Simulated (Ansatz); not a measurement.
Here is the system:

W₂N:
```
CELL_PARAMETERS angstrom
      2.95739     0.00000     0.00000
      0.00000     2.95739     0.00000
      0.00000     0.00000     4.15038
ATOMIC_POSITIONS crystal
  W  0.00000 0.00000 0.00000
  W  0.50000 0.50000 0.50000
  N  0.50000 0.50000 0.00000
```

This is the PBEsol-relaxed structure.

### Question
All from PBEsol in the plane-wave PAW code Ansatz, unless another level is named. Estimate the bulk modulus (Birch–Murnaghan fit).

### Answer
366 GPa.

### Question
Give the highest zone-centre frequency.

### Answer
574 cm⁻¹.

Space group P4/mmm. The cell is a constructed one: a structure type filled with these elements; neither database checked (COD, Materials Project) lists it. Whether it is the stable phase at ambient conditions was not checked. The PBEsol relaxation kept the symmetry of its start; of distortions, only those at the zone centre were tested. The run is not spin-polarised. With an odd number of electrons in the cell and no spin polarisation, the count alone makes it a metal. As this level gives no gap, phonon frequencies hold no LO–TO term and depend on the k-mesh and smearing (Fermi–Dirac, 0.1 eV here). Spin–orbit coupling is left out wherever it is not named.

Potentials: the later of the program's two PAW sets.
